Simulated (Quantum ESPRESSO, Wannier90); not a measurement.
**Wannierisation of CaHI (P4/nmm, isolated units)**

```
begin unit_cell_cart
ang
    4.0233400000    0.0000000000    0.0000000000
    0.0000000000    4.0233400000    0.0000000000
    0.0000000000    0.0000000000    9.3431300000
end unit_cell_cart
begin atoms_frac
Ca   0.0000000000  0.5000000000  0.1301900000
Ca   0.5000000000  0.0000000000 -0.1301900000
H    0.5000000000  0.5000000000  0.0000000000
H    0.0000000000  0.0000000000  0.0000000000
I    0.0000000000  0.5000000000 -0.3002100000
I    0.5000000000  0.0000000000  0.3002100000
end atoms_frac
```

Cell from Materials Project (mp-24204), symmetrised, no further relaxation. Method: PBEsol plane waves in Quantum ESPRESSO 7.5 (PseudoDojo norm-conserving files, 58 Ry, no spin polarisation, no spin-orbit coupling), Bloch states on a 6×6×4 mesh through Γ, Wannier90 4.0.1. Density: 8×8×4 mesh, cold smearing 0.01 Ry. The cell is built of weakly bound layers, chains or molecules, whose nearest atoms lie 4.69 Å apart, far more than in van der Waals crystals (3.2 to 4.2 Å): it describes nearly isolated units, such as a monolayer, not the bulk crystal. Spin-orbit coupling is left out although heavy elements are present.

Bands 9-10 form an isolated set from -11.58 to -10.94 eV relative to the valence-band maximum (on the path) and are turned into 2 Wannier functions by minimising the spread from the start: atomic waves I 5s.

Problem. Where do the functions sit, how wide are they and what are they made of?

Solution. 
```
functions  spread (Å²)  nearest atom, distance (Å)  second atom, distance (Å)  weight on atomic waves
---------  -----------  --------------------------  -------------------------  ----------------------
2                 1.34                      I 0.06                    Ca 3.23    I 5s 94 %, Ca 4s 5 %
```

Ω_I = 2.68 Å², Ω_total = 2.68 Å²; the interpolated bands follow pw.x to 0.0 meV rms on the path. Only this start was tried; a symmetric start can stop on a saddle, and mixtures of these functions could lower the total by at most Ω_total − Ω_I.
